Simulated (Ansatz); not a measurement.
Level of theory: DFT PBE, scalar-relativistic, plane waves, PAW (Ansatz 0.2.0). Settings: cutoff 420 eV, Γ-centred meshes spaced at most about 0.3 Å⁻¹, and about 0.25 Å⁻¹ or finer for metals (2π included), Gaussian smearing. No spin polarisation in the final relaxations.

These are static total energies at zero pressure. All come from trial cells, and lower structures may exist.

Question: Order these relaxed structures of NbPdSe₄ by energy, lowest first, with the energy over the lowest of them.
A.

```
CELL_PARAMETERS angstrom
4.42458 0.00000 0.00000
0.00000 4.42458 0.00000
0.00000 0.00000 6.43391
ATOMIC_POSITIONS crystal
Nb 0.50000 0.50000 0.50000
Pd 0.00000 0.00000 0.00000
Se 0.50000 0.00000 0.74665
Se 0.00000 0.50000 0.25335
Se 0.50000 0.00000 0.25335
Se 0.00000 0.50000 0.74665
```

B.

```
CELL_PARAMETERS angstrom
4.75143 0.00000 0.00000
-2.37572 4.11486 0.00000
0.00000 0.00000 5.88434
ATOMIC_POSITIONS crystal
Nb 0.00000 0.00000 0.00000
Pd 0.00000 0.00000 0.50000
Se 0.33333 0.66667 0.77690
Se 0.33333 0.66667 0.22310
Se 0.66667 0.33333 0.77690
Se 0.66667 0.33333 0.22310
```

C.

```
CELL_PARAMETERS angstrom
3.12103 0.00000 0.00000
0.00000 3.12103 0.00000
0.00000 0.00000 14.34594
ATOMIC_POSITIONS crystal
Nb 0.00000 0.00000 0.50000
Pd 0.00000 0.00000 0.00000
Se 0.50000 0.50000 0.38784
Se 0.50000 0.50000 0.88369
Se 0.50000 0.50000 0.11631
Se 0.50000 0.50000 0.61216
```

D.

```
CELL_PARAMETERS angstrom
3.60735 0.00000 0.00000
-1.80368 3.12406 0.00000
0.00000 0.00000 13.23476
ATOMIC_POSITIONS crystal
Nb 0.00000 0.00000 0.50000
Pd 0.00000 0.00000 0.00000
Se 0.33333 0.66667 0.89518
Se 0.33333 0.66667 0.37786
Se 0.66667 0.33333 0.62214
Se 0.66667 0.33333 0.10482
```

Answer: D (0 meV/atom), A (259 meV/atom), C (279 meV/atom), B (886 meV/atom). Forms: D Nb and Pd ordered on cadmium iodide sites, P-3m1; A Nb and Pd ordered on fluorite sites, P4/mmm; C P4/mmm; B P6/mmm. Counting Se atoms around Nb and Pd (those within 1.25 times the shortest such distance or 1.15 times the sum of covalent radii; the shortest distance is added where it exceeds 1.18 times the sum of covalent radii): D has Nb 6, Pd 6; A has Nb 8, Pd 8; C has Nb 8, Pd 8; B has Nb 12, Pd 12 from 3.2 Å. B holds Se–Se nets (shortest 2.63 Å) (bonds between like non-metal atoms; other contacts aren't counted).

Weakly bound directions are ill-defined at this level, which has no dispersion term (P-3m1, P4/mmm at 23.3 Å³/atom), and this can change margins and order among such cells. In P-3m1, P4/mmm at 21.0 Å³/atom, P4/mmm at 23.3 Å³/atom, P6/mmm an odd number of electrons in the primitive cell allows no gap without spin; a larger cell or a magnetic state could open one. Cells relaxed within their symmetry can be saddle points. Some types were kept out of the candidates beforehand, so the set may lack a known form.
